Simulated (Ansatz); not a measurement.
**YV: anisotropy from total energies**

Method: DFT PBE, spin-orbit coupling, plane waves, PAW in Ansatz 0.2.0.

```
CELL_PARAMETERS angstrom
3.61426 0.00000 0.00000
0.00000 3.61426 0.00000
0.00000 0.00000 3.61426
ATOMIC_POSITIONS crystal
V 0.00000 0.00000 0.00000
Y 0.50000 0.50000 0.50000
```

```
plane-wave cutoff                               : 420 eV
Γ-centred k-mesh                                : 12×12×12
occupation rule                                 : Gaussian smearing, 0.1 eV
list of starting moments (μB, in atom order)    : 2 0
check for lower electronic states after the SCF : on
```

The moments start along each conventional axis in turn. Free energies count from the first axis and are rough on this mesh. The states are those that the runs reached from these starts; a lower one can exist.

```json
{"axis": "c", "Cartesian direction": "0.000 0.000 1.000", "ΔF (meV/cell)": "0.000", "site spin moments along the axis, as the non-collinear run integrates them (μB)": "V +2.23, Y +0.19"}
{"axis": "a+b+c", "Cartesian direction": "0.577 0.577 0.577", "ΔF (meV/cell)": "0.000", "site spin moments along the axis, as the non-collinear run integrates them (μB)": "V +2.23, Y +0.19"}
```

Cost: 2 runs of about 6.3 core-minutes in all, on Arm Neoverse V1 (shared hosts).